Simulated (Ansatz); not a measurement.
ScAl3N4:
```
CELL_PARAMETERS angstrom
      3.43598     0.00000     0.00000
     -1.71799     2.97564     0.00000
      0.00000     0.00000     8.38174
ATOMIC_POSITIONS crystal
  Al 0.00000 0.00000 0.76119
  Al 0.33333 0.66667 0.00000
  N  0.00000 0.00000 0.00000
  N  0.33333 0.66667 0.23660
  Al 0.00000 0.00000 0.23881
  Sc 0.33333 0.66667 0.50000
  N  0.00000 0.00000 0.50000
  N  0.33333 0.66667 0.76340
```

Relaxed with r²SCAN. Independent-particle spectrum: no excitons, no local fields, no scissors shift; 0.1 eV broadening; ε₁ of the summed bands alone.

**Question.** Tabulate the dielectric function from r²SCAN (plane waves, PAW; program Ansatz).

**Answer.** 

| E (eV) | ε₁ xx | ε₂ xx | ε₁ zz | ε₂ zz |
|---|---|---|---|---|
| 0.0 | 4.95 | 0.00 | 5.05 | 0.00 |
| 0.4 | 4.96 | 0.00 | 5.07 | 0.00 |
| 0.8 | 4.99 | 0.00 | 5.10 | 0.00 |
| 1.2 | 5.04 | 0.00 | 5.16 | 0.00 |
| 1.6 | 5.12 | 0.00 | 5.25 | 0.00 |
| 2.0 | 5.24 | 0.00 | 5.38 | 0.00 |
| 2.4 | 5.39 | 0.00 | 5.56 | 0.00 |
| 2.8 | 5.59 | 0.00 | 5.81 | 0.00 |
| 3.2 | 5.86 | 0.00 | 6.20 | 0.00 |
| 3.6 | 6.28 | 0.00 | 6.79 | 0.28 |
| 4.0 | 7.03 | 0.24 | 7.68 | 0.69 |
| 4.4 | 7.44 | 0.79 | 7.44 | 1.90 |
| 4.8 | 8.11 | 1.16 | 7.33 | 2.27 |
| 5.2 | 9.24 | 3.19 | 7.84 | 2.48 |
| 5.6 | 7.85 | 4.70 | 9.29 | 3.32 |
| 6.0 | 7.73 | 5.22 | 7.33 | 9.10 |
| 6.4 | 5.32 | 6.17 | 3.75 | 8.70 |
| 6.8 | 4.74 | 5.41 | 2.20 | 5.27 |
| 7.2 | 5.71 | 5.26 | 3.99 | 4.41 |
| 7.6 | 5.56 | 7.95 | 3.82 | 5.49 |
| 8.0 | 2.23 | 7.26 | 3.21 | 5.11 |
| 8.4 | 2.14 | 5.50 | 2.45 | 5.73 |
| 8.8 | 2.79 | 5.85 | 2.17 | 7.96 |
| 9.2 | 1.84 | 7.60 | -0.19 | 5.84 |
| 9.6 | 0.08 | 6.69 | 0.70 | 3.91 |
| 10.0 | -0.44 | 5.47 | 1.32 | 4.70 |
| 10.4 | -0.32 | 5.01 | 0.41 | 4.58 |
| 10.8 | -0.20 | 4.86 | 0.70 | 3.85 |
| 11.2 | -0.09 | 4.75 | 1.33 | 4.17 |
| 11.6 | -1.14 | 4.71 | 0.99 | 4.80 |
| 12.0 | -1.16 | 4.01 | -0.17 | 4.54 |

With all bands, ε∞ without local fields is 5.08 (xx = yy), 5.16 (zz).

Space group P-6m2. The start of the workflow was typed in or built on a structure type; neither database checked (COD, Materials Project) lists it. Its standing as an ambient phase is unchecked. Symmetry was held in the r²SCAN relaxation; whether a distortion lowers the energy is not shown. The run is not spin-polarised.

Potentials: the earlier of the program's two PAW sets.
